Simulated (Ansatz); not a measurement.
Computed with DFT PBE, scalar-relativistic, plane waves, PAW in Ansatz 0.2.0. Settings: cutoff 420 eV, Γ-centred meshes spaced at most about 0.3 Å⁻¹, and about 0.25 Å⁻¹ or finer for metals (2π included), Gaussian smearing. No spin polarisation in the final relaxations.

Temperature and zero-point effects are left out. All come from trial cells, and lower structures may exist.

Question: Order these relaxed structures of Be2CdS2 by energy, lowest first, with the energy over the lowest of them.
A.

```xyz
5
Lattice="-1.7236 1.7236 9.6576 1.7236 -1.7236 9.6576 1.7236 1.7236 -9.6576" Properties=species:S:1:pos:R:3 pbc="T T T"
Be    1.7236    0.0000    4.8288
Be    0.0000    1.7236    4.8288
Cd    0.0000    0.0000    0.0000
S     0.0000    0.0000   13.2550
S     0.0000    0.0000    6.0602
```

B.

```xyz
5
Lattice="1.5375 -11.2082 0.0000 1.5375 11.2082 0.0000 0.0000 0.0000 3.0737" Properties=species:S:1:pos:R:3 pbc="T T T"
Be    1.5375   -7.8181    0.0000
Be    1.5375    7.8181    0.0000
Cd    1.5375    0.0000    1.5368
S     1.5375   -3.3965    1.5368
S     1.5375    3.3965    1.5368
```

C.

```xyz
5
Lattice="3.4503 0.0000 0.0000 -1.7251 2.9880 0.0000 0.0000 0.0000 10.2651" Properties=species:S:1:pos:R:3 pbc="T T T"
Be    0.0000    1.9920    4.3383
Be    1.7251    0.9960    5.9267
Cd    0.0000    0.0000    0.0000
S     0.0000    1.9920    6.5403
S     1.7251    0.9960    3.7247
```

Answer: C (0 meV/atom), A (53 meV/atom), B (534 meV/atom). Forms: C P-3m1; A I4/mmm; B Cmmm. Counting S atoms around Be and Cd (those within 1.25 times the shortest such distance or 1.15 times the sum of covalent radii, 1.27 where that leaves under three; the shortest distance is added where it exceeds 1.18 times the sum of covalent radii): C has Be 4, Cd 6 from 4.2 Å; A has Be 4, Cd 8 from 4.3 Å; B has Be 4, Cd 2 from 3.4 Å.

No dispersion correction is applied, so the spacing and binding between layers, chains or molecules are poorly described (P-3m1, I4/mmm, Cmmm), and this can change margins and order among such cells. Cells relaxed within their symmetry can be saddle points. Some structure types and database cells were kept out of the candidates from the start, so a known form may be missing.
